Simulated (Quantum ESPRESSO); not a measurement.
pw.x input (Quantum ESPRESSO 7.5; LDA, PseudoDojo standard norm-conserving files, scalar-relativistic):

```
&CONTROL
  calculation = 'scf'
  pseudo_dir = './pseudo'
  outdir = './out'
  tprnfor = .true.
  tstress = .true.
/
&SYSTEM
  ibrav = 0
  nat = 9
  ntyp = 4
  ecutwfc = 84.0
  ecutrho = 336.0
  occupations = 'smearing'
  smearing = 'fd'
  degauss = 0.002
  nbnd = 57
/
&ELECTRONS
  conv_thr = 9e-10
/
ATOMIC_SPECIES
Li 6.9400 Li.upf
O 15.9990 O.upf
K 39.0983 K.upf
Zn 65.3800 Zn.upf
CELL_PARAMETERS angstrom
  5.860655000000  -1.681940000000   0.000000000000
  5.860655000000   1.681940000000   0.000000000000
 -5.793343000000   0.000000000000   5.911590000000
ATOMIC_POSITIONS crystal
Li   0.819950000000   0.819950000000   0.187380000000
O   0.765140000000   0.765140000000   0.368200000000
O   0.226670000000   0.226670000000   0.629840000000
O   0.595510000000   0.595510000000   0.823300000000
O   0.398250000000   0.398250000000   0.169150000000
K   0.004960000000   0.004960000000   0.003650000000
Zn   0.196910000000   0.196910000000   0.838830000000
Zn   0.369920000000   0.369920000000   0.540710000000
Zn   0.622700000000   0.622700000000   0.438960000000
K_POINTS automatic
8 8 6 0 0 0
```

End of the output:

```
     total energy              =   -1460.05069913 Ry
     estimated scf accuracy    <       0.00000026 Ry
     total energy              =   -1460.05069916 Ry
     estimated scf accuracy    <       0.00000002 Ry
     total energy              =   -1460.05069917 Ry
     estimated scf accuracy    <          5.6E-09 Ry
[...]
     the Fermi energy is     7.5324 ev
!    total energy              =   -1460.05069917 Ry
     estimated scf accuracy    <          1.0E-10 Ry
     smearing contrib. (-TS)   =      -0.00000000 Ry
     internal energy E=F+TS    =   -1460.05069917 Ry
     The total energy is F=E-TS. E is the sum of the following terms:
     one-electron contribution =   -1135.56799923 Ry
     hartree contribution      =     596.54614673 Ry
     xc contribution           =    -181.58432070 Ry
     ewald contribution        =    -739.44452597 Ry
     convergence has been achieved in  13 iterations
     Forces acting on atoms (cartesian axes, Ry/au):
     atom    1 type  1   force =     0.00104009    0.00000000    0.00057152
     atom    2 type  2   force =    -0.00617609    0.00000000    0.01763767
     atom    3 type  2   force =    -0.00592694    0.00000000   -0.00778683
     atom    4 type  2   force =     0.00618985    0.00000000   -0.01441186
     atom    5 type  2   force =     0.00343045    0.00000000    0.00119502
     atom    6 type  3   force =     0.00182663    0.00000000    0.00022782
     atom    7 type  4   force =    -0.00069759    0.00000000    0.00522094
     atom    8 type  4   force =    -0.00334794    0.00000000   -0.00044896
     atom    9 type  4   force =     0.00366155    0.00000000   -0.00220533
     Total force =     0.027684     Total SCF correction =     0.000057
     Computing stress (Cartesian axis) and pressure
          total   stress  (Ry/bohr**3)                   (kbar)     P=     -100.88
  -0.00062820   0.00000000  -0.00005760          -92.41        0.00       -8.47
   0.00000000  -0.00072716  -0.00000000            0.00     -106.97       -0.00
  -0.00005760   0.00000000  -0.00070191           -8.47        0.00     -103.25
```
In a gapped system the printed Fermi energy is only some level inside the gap.

Geometry of the Materials Project entry, not relaxed at this level.
